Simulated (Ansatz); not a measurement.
**Elastic constants of Mo₂N: input and output**

Computed with DFT LDA, scalar-relativistic, plane waves, PAW (Ansatz).

Launched with:
```bash
ansatz run input.yaml --threads 1 --pin off --max-ram 3072MiB --backend cpu --events-out ev --progress --plain --runs-dir out
```

Input (bare energies are in eV):
```yaml
crystal:
  lattice:
    - [1.4304202995, 0.825853545, 4.8942515191]
    - [-1.4304202995, 0.825853545, 4.8942515191]
    - [0.0, -1.65170709, 4.8942515191]
  atoms:
    - { symbol: Mo, position: [0.2432228622, 0.2432228622, 0.2432228622] }
    - { symbol: Mo, position: [0.7567771378, 0.7567771378, 0.7567771378] }
    - { symbol: "N", position: [0.0, 0.0, 0.0] }
basis:
  ecutwfc: 420
kpoints:
  mp_grid: { grid: [18, 18, 18] }
hamiltonian:
  xc: lda
scf:
  occupations: { method: fermi_dirac, width: 0.15 }
output:
  forces: true
  stress: true
  eigenvalues: true
elastic:
  mode: relaxed_ion
  amplitude: 0.005
  stencil: two_point
```

From the output:
```
--- Elastic constants: 3 strain directions × 2 members + reference (group order 12) ---
  dense FFT box of the reference and of every strained cell: 36×36×36
  strains applied: 11, 33, 23; error gains: componentwise 1.00 (the most a stress slope's error grows in a printed constant), spectral 1.41 (1 for all six strains in a standard setting)
  reference relaxed by the batch: 3 steps; max|allowed force component| 1.90e-4 eV/Å at the deck's positions, 1.89e-8 at the last accepted step, 1.44e-8 by the solve of record
  largest displacement 5.5e-6 Å; the constants are those of the deck's cell at these positions:
  atoms:
    - { symbol: Mo, position: [0.243223236367397, 0.243223236367397, 0.243223236367397] }
    - { symbol: Mo, position: [0.7567767636326029, 0.7567767636326029, 0.7567767636326029] }
    - { symbol: N, position: [-9.179431227471389e-37, -2.3222780834145124e-36, 3.2573005714263085e-36] }
  C = ∂σ_k/∂η_j (tension-positive GPa; Voigt order 11 22 33 23 13 12):
       477.075    287.339    254.315    -22.794      0.000      0.000
       287.339    477.075    254.315     22.794      0.000      0.000
       254.250    254.250    557.808      0.000      0.000      0.000
       -22.727     22.727     -0.000    129.594     -0.000      0.000
         0.000     -0.000      0.000     -0.000    129.594    -22.727
         0.000     -0.000      0.000      0.000    -22.794     94.868
  reference stress σ⁰ (GPa):     -0.009     -0.009     -0.008     -0.000     -0.000     -0.000
  C* (energy form; C + prestress term) asymmetry max|C*_kj − C*_jk| = 6.677e-2 GPa — a small one proves nothing (zero by symmetry where the batch's group is 432, −43m or m−3m); a large one is finite-difference/SCF noise where every solve ...
  moduli (Voigt/Reuss/Hill, GPa): K = 344.86/344.28/344.57   G = 118.55/110.90/114.72   E = 309.79   ν = 0.350
  mechanically stable: yes (min eigenvalue of sym C = 83.60 GPa)
  strain η (Voigt 11):  stress-route row diagonal C_11 = 477.08 GPa, energy-path curvature d²(F+E_count+ΔE)/dδ²/Ω₀ = 477.04 GPa
         δ    σ_11 (GPa) F (eV) n_scf n_hpsi n_pw
    -5.000e-3      -2.4314      -10060.8850727       6  423582    687   relax 5 steps, max|allowed force component| 4.97e-6 eV/Å
     5.000e-3       2.3393      -10060.8851206       6  423631    693   relax 4 steps, max|allowed force component| 2.26e-6 eV/Å
  strain η (Voigt 33):  stress-route row diagonal C_33 = 557.81 GPa, energy-path curvature d²(F+E_count+ΔE)/dδ²/Ω₀ = 557.79 GPa
         δ    σ_33 (GPa) F (eV) n_scf n_hpsi n_pw
    -5.000e-3      -2.8356      -10060.8848385       6  158725    687   relax 3 steps, max|allowed force component| 3.52e-7 eV/Å
     5.000e-3       2.7424      -10060.8848930       6  158338    694   relax 3 steps, max|allowed force component| 8.50e-7 eV/Å
  strain η (Voigt 23):  stress-route row diagonal C_44 = 129.59 GPa, energy-path curvature d²(F+E_count+ΔE)/dδ²/Ω₀ = 129.59 GPa
         δ    σ_23 (GPa) F (eV) n_scf n_hpsi n_pw
    -5.000e-3      -0.6553      -10060.8860222       6  423854    692   relax 4 steps, max|allowed force component| 1.03e-5 eV/Å
     5.000e-3       0.6407      -10060.8860339       6  423744    690   relax 3 steps, max|allowed force component| 1.56e-6 eV/Å
```

It took 24 min on 1 thread of Arm Neoverse V2 (shared host), peak memory 1.3 GiB.

In a metal, frequencies and elastic constants depend on the k mesh and the smearing, soft modes and shear constants most.